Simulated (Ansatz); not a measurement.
GaAs (zinc blende)

```yaml
crystal:
  lattice:
    - [0.00000, 5.74558, 5.74558]
    - [2.87279, 2.87279, 5.74558]
    - [2.87279, 2.87279, 0.00000]
  atoms:
    - { symbol: As, position: [0.00000, 0.75000, 0.75000] }
    - { symbol: As, position: [0.50000, 0.75000, 0.75000] }
    - { symbol: Ga, position: [0.00000, 0.00000, 0.00000] }
    - { symbol: Ga, position: [0.50000, 0.00000, 0.00000] }
```

A phonon eigenvector at X = (0.5, 0.5, 0.0) is frozen into this cell: atom i moves by Q times the vector below, so Q is the largest atomic displacement, in Å. The cell is held. (q is in reciprocal vectors of the primitive cell; the cell shown is doubled to hold the pattern.)

```
atom      x      y       z
----  -----  -----  ------
As1   0.000  0.000  -1.000
As2   0.000  0.000   1.000
```

Atoms not listed stay in place.

The numbers are results of PBE (plane waves to 420 eV, PAW, scalar-relativistic; Ansatz, a first-principles code), not measurements. k mesh 10×10×10 (Γ-centred), Fermi-Dirac smearing 0.05 eV. E stands for the smeared free energy. GaAs was relaxed with its symmetry unable to fall. The zero of ΔE is the undisplaced structure.

| Q (Å) | ΔE (meV/cell) |
|---|---|
| -0.180 | 380 |
| -0.150 | 265 |
| -0.120 | 170 |
| -0.090 | 96 |
| -0.060 | withheld |
| -0.030 | 11 |
| 0.000 | 0 |
| 0.030 | 11 |
| 0.060 | withheld |
| 0.090 | 96 |
| 0.120 | 170 |
| 0.150 | 265 |
| 0.180 | 380 |

**Question.** Fit an even polynomial form (powers 2, 4) to the given rows and predict ΔE at Q = 0.060.

**Answer.** Least squares on the 11 given rows: ΔE = (11880)·Q² + (-4758)·Q⁴, in meV/cell with Q in Å; root-mean-square residual 0.2 meV/cell. At 0.060 the fit gives 43 meV/cell; the calculation gives 43 meV/cell, the same to the digits shown. The quadratic term alone would give 43 meV/cell.

(For displaced atoms, the force is minus the slope of the energy, and its curvature is a force constant, which sets phonon frequencies.)
